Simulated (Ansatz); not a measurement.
C: enthalpy under pressure, worked through

The calculation used DFT LDA, scalar-relativistic, plane waves, PAW (Ansatz 0.2.0). Run with 420 eV cutoff, 18×18×18 k-mesh, Gaussian smearing of 0.01 eV, no spin polarisation.

Reference structure (relaxed):

```
C
1.0
     1.22240    0.70576    6.90904
    -1.22240    0.70576    6.90904
     0.00000   -1.41151    6.90904
C
4
Cartesian
  0.0000 0.0000 19.0625
  0.0000 0.0000 5.2438
  0.0000 0.0000 15.4833
  0.0000 0.0000 1.6646
```

Cell and atoms were relaxed at each target pressure within the start's symmetry (R-3m), at zero temperature; other phases can be more stable under pressure. H = E + PV with P the target; E is the free energy at the smearing used, whose derivative the pressure is, per atom and counted from zero pressure. The mesh named is that at zero pressure; some other pressures ran on another.

```csv
P (GPa),V (Å³/atom),E − E0 (meV),H − H0 (meV)
0,8.941,0.0,0.0
3,8.290,4.9,160.2
8,7.766,22.1,409.8
15,7.320,53.4,738.7
30,6.718,134.8,1392.7
60,6.021,324.0,2578.9
```

Task: Thermodynamics gives dH/dP = V along a relaxed path. Integrate V over P by the trapezoid rule and compare with the computed enthalpies.

Result: With 1 eV/Å³ = 160.22 GPa, each step adds the mean volume times ΔP / 160.22:
| P (GPa) | ∫V dP (meV) | H − H0 (meV) | difference (meV) |
| --- | --- | --- | --- |
| 3 | 161.3 | 160.2 | 1.1 |
| 8 | 411.9 | 409.8 | 2.0 |
| 15 | 741.4 | 738.7 | 2.7 |
| 30 | 1398.6 | 1392.7 | 5.8 |
| 60 | 2591.2 | 2578.9 | 12.4 |

V(P) curves upward, so the trapezoid rule runs high; integrating a smooth curve through the same points puts that excess at about 11.0 meV at 60 GPa, against the 12.4 meV found.

Task: At 60 GPa, how much of the enthalpy change is stored energy and how much is the PV term?

Result: E rises by 324 meV/atom and PV is 60 × 6.021 / 160.22 = 2255 meV/atom, so PV makes 87 % of ΔH. So between rival structures at high pressure a small difference in volume can outweigh the difference in energy: 1 % of this volume is worth 22.5 meV/atom at this pressure.

Task: What bulk modulus do the lowest pressures give?

Result: From the pressures that the runs reached, -0.02 GPa (8.941 Å³) and 2.97 GPa (8.290 Å³), B = −ΔP/Δln V = 2.99 / 0.0755 = 40 GPa, a mean over that range.